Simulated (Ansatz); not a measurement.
Data:

O:
```
O
1.0
    0.00000     1.78018     1.78018
    1.78018     0.00000     1.78018
    1.78018     1.78018     0.00000
O
1
Direct
  0.00000   0.00000   0.00000
```
Starting moments (μB, in the order of the atoms O): 2.0.

This is the PBE-relaxed structure.

### Question
All from DFT-PBE in the program Ansatz with PAW potentials, unless another level is named. Estimate the electronic character.

### Answer
metallic (no gap).

### Question
Predict the density of states at the Fermi level.

### Answer
0.34 states/eV per atom (mean over ±0.08 eV).

Space group Fm-3m (fcc (Cu type)). The cell is a constructed one: a structure type filled with these elements; neither database checked (COD, Materials Project) lists it. It is not the usual solid phase (space group No. 12). The PBE relaxation kept the symmetry of its start; whether a distortion lowers the energy is not shown. Magnetic state: ferromagnetic, chosen from 3 collinear starts compared on coarse meshes (ties went to the first, and starts can fall back to one state), not a proven ground state. The substance is a gas or liquid at ambient conditions. No Hubbard U is applied.

Potentials: the later of the program's two PAW sets.
